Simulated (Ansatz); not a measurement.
ScBeNO:
```xyz
4
Lattice="3.2666 0.0000 0.0000 -1.6333 2.8289 0.0000 0.0000 0.0000 4.8246" Properties=species:S:1:pos:R:3 pbc="T T T"
Sc     0.0000     1.8859     2.5109
Be     1.6333     0.9430     4.7518
O      0.0000     1.8859     0.4469
N      1.6333     0.9430     3.1456
```

Relaxed with r²SCAN+D4. r²SCAN+D4 in the plane-wave PAW code Ansatz gives a gap of 3.67 eV.

Q: What gap does HSE06 give on the same cell (Ansatz, PAW)?

A: 4.38 eV, 0.71 eV more. The hybrid was solved on a coarser mesh and at special points; the gap given is the minimum over both.

Cost on shared cores: the r²SCAN+D4 run (SCF on a 10×10×6 mesh, then bands and DOS) roughly 100 core-seconds, the HSE06 run (SCF on 7×7×4, then a few points) about 2.0 core-minutes (a rough figure); the tasks are unlike.

Space group P3m1. The start of the workflow was typed in or built on a structure type; neither database checked (COD, Materials Project) lists it. Its standing as an ambient phase is unchecked. The cell was relaxed with r²SCAN+D4 under the symmetry of its start; whether a distortion lowers the energy is not shown. No spin polarisation was allowed. The volume moved by -22 % from the start of the relaxation.

Potentials: the earlier of the program's two PAW sets. The files were generated under PBE; for other functionals the program regenerates the frozen cores, and for LDA and PBEsol the local potential too.
